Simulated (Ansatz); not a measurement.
Relaxed-ion elastic tensor of Si₃N₄ in space group Fd-3m (No. 227; Si on 16c, Si on 8b, N on 32e) in GPa (Voigt order), PBEsol in the plane-wave PAW code Ansatz; density 4.01 g/cm³, 8.29 Å³ per atom.

```json
[
 {"": "1", "1": "535", "2": "194", "3": "194", "4": "0.0", "5": "0.0", "6": "0.0"},
 {"": "2", "1": "194", "2": "535", "3": "194", "4": "0.0", "5": "0.0", "6": "0.0"},
 {"": "3", "1": "194", "2": "194", "3": "535", "4": "0.0", "5": "0.0", "6": "0.0"},
 {"": "4", "1": "0.0", "2": "0.0", "3": "0.0", "4": "332", "5": "0.0", "6": "0.0"},
 {"": "5", "1": "0.0", "2": "0.0", "3": "0.0", "4": "0.0", "5": "332", "6": "0.0"},
 {"": "6", "1": "0.0", "2": "0.0", "3": "0.0", "4": "0.0", "5": "0.0", "6": "332"}
]
```

**Question.** Is the crystal mechanically stable?

**Answer.** Yes: the smallest eigenvalue of C is 332 GPa.

**Question.** Work out the Voigt, Reuss and Hill averages.

**Answer.** K_V = 308, K_R = 308, K_H = 308; G_V = 267, G_R = 240, G_H = 254 GPa.

**Question.** Give Young's modulus, Poisson's ratio, Pugh's ratio and the universal anisotropy index.

**Answer.** E = 9KG/(3K + G) = 597 GPa; ν = 0.18; K/G = 1.21 (brittle by the Pugh limit of 1.75); A_U = 5G_V/G_R + K_V/K_R − 6 = 0.55.

**Question.** Estimate the sound speeds and the Debye temperature.

**Answer.** v_l = √((K + 4G/3)/ρ) = 12700 m/s, v_t = √(G/ρ) = 7950 m/s, mean 8760 m/s; Θ = (h/k)(3n/4πV)^(1/3) v_m = 1290 K.

**Question.** Give the Zener ratio and Young's modulus along [100], [110] and [111].

**Answer.** A = 2C44/(C11 − C12) = 1.95; 1/E = S11 − 2(S11 − S12 − S44/2)Γ with Γ = 0, 1/4, 1/3 gives 431, 623, 732 GPa.

The PBEsol relaxation kept the symmetry of its start; of distortions, only those at the zone centre were tested.

Potentials: the later of the program's two PAW sets.
